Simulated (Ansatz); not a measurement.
The relaxed structure here is a generated cell of Bi2Se3: the first start was made by placing the elements on the sites of a structure type, and the end was not matched to a known phase here, so it may be hypothetical. Known forms of Bi2Se3 include space group No. 166.

One starting cell of Bi₂Se₃ (a generated cell, Bi2Se3 built in the AFLOW prototype A3B2_hR5_155_e_c (D5_e, as in Ni3S2)) was relaxed twice with Ansatz (plane waves, PAW, scalar-relativistic): with r2SCAN at 500 eV and with PBE at 420 eV. The r2SCAN result:

```
CELL_PARAMETERS angstrom
      3.66360     2.11518     3.62383
     -3.66360     2.11518     3.62383
      0.00000    -4.23037     3.62383
ATOMIC_POSITIONS crystal
  Se 0.20604 0.79396 0.50000
  Se 0.50000 0.20604 0.79396
  Se 0.79396 0.50000 0.20604
  Bi 0.33141 0.33141 0.33141
  Bi 0.66859 0.66859 0.66859
```

```json
[
 {"quantity": "space group", "r2SCAN": "R32", "PBE": "R32"},
 {"quantity": "volume (Å³/atom)", "r2SCAN": "33.70", "PBE": "34.32"},
 {"quantity": "a (Å)", "r2SCAN": "7.327", "PBE": "7.419"},
 {"quantity": "c (Å)", "r2SCAN": "10.871", "PBE": "10.800"},
 {"quantity": "gap (eV, no spin-orbit coupling)", "r2SCAN": "0.92", "PBE": "0.71"}
]
```

Both levels end in the same structure; PBE's volume is 1.8 % larger; its gap is 0.21 eV smaller. Neither column is exact.

No spin polarisation in the result. Spin-orbit coupling is missing; with elements this heavy it can move band edges by tenths of an eV or more.

The run could not lower the symmetry of its start; a shaken copy of this end point relaxes with r2SCAN to P1 (No. 1) at a tolerance of 0.01 Å, R3 (No. 146) at 0.1 Å, 0.046 eV/atom lower.

Ansatz is a program for electronic structure.
